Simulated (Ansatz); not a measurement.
NaCl:
```cif
data_Cl4Na4
_chemical_formula_sum 'Na4 Cl4'
_space_group_name_H-M_alt 'Fm-3m'
_space_group_IT_number 225
_space_group_name_Hall '-F 4 2 3'
_cell_length_a 5.60201
_cell_length_b 5.60201
_cell_length_c 5.60201
_cell_angle_alpha 90.000
_cell_angle_beta 90.000
_cell_angle_gamma 90.000
loop_
_atom_site_label
_atom_site_type_symbol
_atom_site_symmetry_multiplicity
_atom_site_Wyckoff_symbol
_atom_site_fract_x
_atom_site_fract_y
_atom_site_fract_z
_atom_site_occupancy
Na1 Na 4 a 0.00000 0.00000 0.00000 1
Cl1 Cl 4 b 0.50000 0.50000 0.50000 1
```
(The calculation used a cell of 2 atoms; values per cell refer to that cell.)

Relaxed with PBEsol.

### Question
Give the optical modes at the zone centre with their infrared activity from DFPT, DFT-PBEsol in the program Ansatz with PAW potentials.

### Answer
Transverse frequencies, without the LO–TO term; a row sums one degenerate level.

```
ω (cm⁻¹)  degeneracy  IR ((D/Å)²/amu)  activity  symmetry
--------  ----------  ---------------  --------  --------
166                3             5.92        IR       T1u
```

### Question
How high does the top mode go among those that the LO–TO term moves?

### Answer
255 cm⁻¹ for q along x.

Symmetry was held in the PBEsol relaxation; phonons on a q-mesh show no instability.

Potentials: the later of the program's two PAW sets.
